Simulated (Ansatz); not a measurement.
# Strain and the gap of Ga2O3 (corundum)

Ga2O3 built on the corundum prototype, relaxed with r2SCAN in the plane-wave code Ansatz. The symmetry is R-3c (No. 167, trigonal); conventional cell a = 4.985 Å, c = 13.442 Å, 9.64 Å³ an atom. Ga is surrounded by 6 O at 1.93–2.07 Å; O is surrounded by 4 Ga at 1.93–2.07 Å.

The axes x, y and z are those of this cell:
```yaml
crystal:
  lattice:
    - [2.49226, 1.43891, 4.48064]
    - [-2.49226, 1.43891, 4.48064]
    - [0.00000, -2.87781, 4.48064]
  atoms:
    - { symbol: Ga, position: [0.85543, 0.85543, 0.85543] }
    - { symbol: Ga, position: [0.35543, 0.35543, 0.35543] }
    - { symbol: Ga, position: [0.14457, 0.14457, 0.14457] }
    - { symbol: Ga, position: [0.64457, 0.64457, 0.64457] }
    - { symbol: O, position: [0.44637, 0.05363, 0.75000] }
    - { symbol: O, position: [0.05363, 0.75000, 0.44637] }
    - { symbol: O, position: [0.55363, 0.94637, 0.25000] }
    - { symbol: O, position: [0.25000, 0.55363, 0.94637] }
    - { symbol: O, position: [0.94637, 0.25000, 0.55363] }
    - { symbol: O, position: [0.75000, 0.44637, 0.05363] }
```

Unstrained: With PBE the valence top lies at Γ–S₀ (0.45 of the way from Γ) and the conduction bottom at Γ, 2.854 eV higher; the smallest vertical gap, at Γ, is 3.106 eV. r2SCAN gives an indirect gap of 3.551 eV, from Γ–S₀ (0.45 of the way from Γ) to Γ; the least direct gap is 3.806 eV at Γ. HSE06 gives an indirect gap of 4.622 eV, from Γ–S₀ (0.45 of the way from Γ) to Γ; the least direct gap is 4.870 eV at Γ. Meshes: PBE 6×6×6, r2SCAN 6×6×6, HSE06 4×4×4. Strains are changes of length per length. After each strain the atoms were relaxed again with r2SCAN within the symmetry that the strain leaves, so tilts or polar shifts that break it weren't tested; points keep the names that they have in the unstrained zone. No spin polarisation and no zero-point or thermal motion.

Changes of the least gap in eV (an overlap counts as a negative gap):
```tsv
strain	volume change (%)	space group	PBE	r2SCAN	HSE06	energy rise, r2SCAN (meV/atom)
epitaxial -3.0 % in the xy plane, free normal strain +2.29 %	-3.8	R-3c	+0.372	+0.395	+0.417	28.4
epitaxial -2.0 % in the xy plane, free normal strain +1.51 %	-2.5	R-3c	+0.271	+0.286	+0.300	12.4
epitaxial -1.0 % in the xy plane, free normal strain +0.74 %	-1.3	R-3c	+0.147	+0.155	+0.162	3.1
epitaxial +1.0 % in the xy plane, free normal strain -0.72 %	+1.3	R-3c	-0.170	-0.179	-0.187	2.9
epitaxial +2.0 % in the xy plane, free normal strain -1.41 %	+2.6	R-3c	-0.361	-0.380	-0.397	11.6
epitaxial +3.0 % in the xy plane, free normal strain -2.07 %	+3.9	R-3c	-0.568	-0.600	-0.628	25.6
```

Epitaxial -3.0 % in the xy plane, free normal strain +2.29 %. HSE06: the gap goes from 4.622 to 5.039 eV (+0.417 eV); the edges go from Γ–S₀ (0.45) → Γ to Γ–S₀ (0.40) → Γ. Stress change with r2SCAN, compression positive: xx +16.22, yy +16.22, zz +0.01 GPa.

Epitaxial -2.0 % in the xy plane, free normal strain +1.51 %. HSE06: the gap goes from 4.622 to 4.922 eV (+0.300 eV); the edges go from Γ–S₀ (0.45) → Γ to Γ–S₀ (0.42) → Γ. Stress change with r2SCAN, compression positive: xx +10.52, yy +10.52, zz 0.00 GPa.

Epitaxial -1.0 % in the xy plane, free normal strain +0.74 %. HSE06: the gap goes from 4.622 to 4.784 eV (+0.162 eV). Stress change with r2SCAN, compression positive: xx +5.12, yy +5.12, zz +0.02 GPa.

Epitaxial +1.0 % in the xy plane, free normal strain -0.72 %. HSE06: the gap goes from 4.622 to 4.435 eV (-0.187 eV); the edges go from Γ–S₀ (0.45) → Γ to (0, 0.161, -1/6) → Γ. Stress change with r2SCAN, compression positive: xx -4.85, yy -4.85, zz +0.02 GPa.

Epitaxial +2.0 % in the xy plane, free normal strain -1.41 %. HSE06: the gap goes from 4.622 to 4.225 eV (-0.397 eV); the edges go from Γ–S₀ (0.45) → Γ to Γ–S₀ (0.42) → Γ. Stress change with r2SCAN, compression positive: xx -9.43, yy -9.43, zz +0.01 GPa.

Epitaxial +3.0 % in the xy plane, free normal strain -2.07 %. HSE06: the gap goes from 4.622 to 3.994 eV (-0.628 eV); the edges go from Γ–S₀ (0.45) → Γ to (0, 0.146, -0.151) → Γ. Stress change with r2SCAN, compression positive: xx -13.72, yy -13.72, zz +0.01 GPa.

Where an edge lies off the special points, it is a point of the mesh or the k point where a search put PBE's edge or least direct gap, reused for the other functionals, whose own edges may lie a little apart.

The meshes of the hybrids are coarse, so their gaps aren't converged to the digits shown.
